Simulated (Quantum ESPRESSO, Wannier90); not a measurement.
# Wannier functions of HfBrN (R-3m)

```
begin unit_cell_cart
ang
   -1.8022549506    3.1215971426    0.0000000000
   -3.6045099012    0.0000000000    0.0000000000
   -1.8022549506    1.0405323809   10.0658230000
end unit_cell_cart
begin atoms_frac
Hf  -0.2092300000 -0.2092300000 -0.3723100000
Hf   0.2092300000  0.2092300000  0.3723100000
Br  -0.3920030000 -0.3920030000  0.1760090000
Br   0.3920030000  0.3920030000 -0.1760090000
N   -0.1382300000 -0.1382300000  0.4146900000
N    0.1382300000  0.1382300000 -0.4146900000
end atoms_frac
```

Structure: Materials Project mp-30302, symmetrised, not relaxed again. Not found in the COD (Crystallography Open Database) copy used, which has the formula in other groups; not checked further. Computed values, not measurements, from PBEsol: Quantum ESPRESSO (norm-conserving PseudoDojo potentials, cutoff 68 Ry, spinors with spin-orbit coupling) on a Γ-centred 4×4×4 mesh, then Wannier90. Density: 10×10×10 mesh, cold smearing 0.01 Ry. The cell is built of weakly bound layers, chains or molecules. Database cells relaxed without dispersion often hold them too far apart, which can enlarge gaps and weakens couplings between them; spacing and stacking were not compared with the measured crystal.

A tight-binding model is made by disentanglement and projection with no localisation steps (num_iter = 0), so the 44 orbitals stay atom-like: hydrogen-like Hf: d; Br: p; N: p, axes along x, y, z; frozen window up to 3.32 eV relative to the valence-band maximum. It follows pw.x to 13 meV rms for states up to 2.8 eV relative to the valence-band maximum. Matrix elements depend on this choice of orbitals and windows.

**Question.** What are the on-site energies relative to the valence-band maximum, and how fast do the hoppings decay?

**Answer.** 
```tsv
atom	orbitals	energy (eV)
Hf1	dz2↑ dz2↓	4.90
Hf1	dxz↑ dxz↓ dyz↑ dyz↓	3.79
Hf1	dx2-y2↑ dx2-y2↓ dxy↑ dxy↓	4.08
Hf2	dz2↑ dz2↓	4.90
Hf2	dxz↑ dxz↓ dyz↑ dyz↓	3.79
Hf2	dx2-y2↑ dx2-y2↓ dxy↑ dxy↓	4.08
Br3	pz↑ pz↓	-2.03
Br3	px↑ px↓ py↑ py↓	-1.95
Br4	pz↑ pz↓	-2.03
Br4	px↑ px↓ py↑ py↓	-1.95
N5	pz↑ pz↓	-0.81
N5	px↑ px↓ py↑ py↓	-0.93
N6	pz↑ pz↓	-0.81
N6	px↑ px↓ py↑ py↓	-0.93
```

| distance of the centres (Å) | largest modulus (eV) |
|---|---|
| 1–2 | 1.7 |
| 2–3 | 2.6 |
| 3–4 | 0.60 |
| 4–5 | 0.17 |
| 5–6 | 0.13 |
